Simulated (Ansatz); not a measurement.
Ag in space group Fd-3m (No. 227; Ag on 8a, Ag on 16d) under volume change, PBE (plane waves, PAW; program Ansatz), scaled uniformly.

| V (Å³/atom) | E − E(relaxed) (meV/atom) | P (GPa) |
|---|---|---|
| 17.454 | 46.9 | 9.66 |
| 18.030 | … | … |
| 18.605 | 4.5 | 2.61 |
| 19.181 | 0.0 | 0.01 |
| 19.756 | 3.9 | -2.12 |
| 20.331 | … | … |
| 20.907 | 31.3 | -5.28 |

Task: Some entries are withheld; supply them.

Result: 
- 18.030, E − E(relaxed) (meV/atom): 19.4
- 18.030, P (GPa): 5.79
- 20.331, E − E(relaxed) (meV/atom): 14.8
- 20.331, P (GPa): -3.86

Task: What does a third-order Birch–Murnaghan fit give for V₀, B₀ and B′?

Result: V₀ = 19.18 Å³/atom, B₀ = 78.3 GPa, B′ = 5.7.

The start of the workflow was typed in or built on a structure type; neither database checked (COD, Materials Project) lists it. It is not the phase usual at ambient conditions (space group No. 225). The cell was relaxed with PBE under the symmetry of its start; its stability against distortions is not shown here. The run is not spin-polarised.

Potentials: the earlier of the program's two PAW sets.
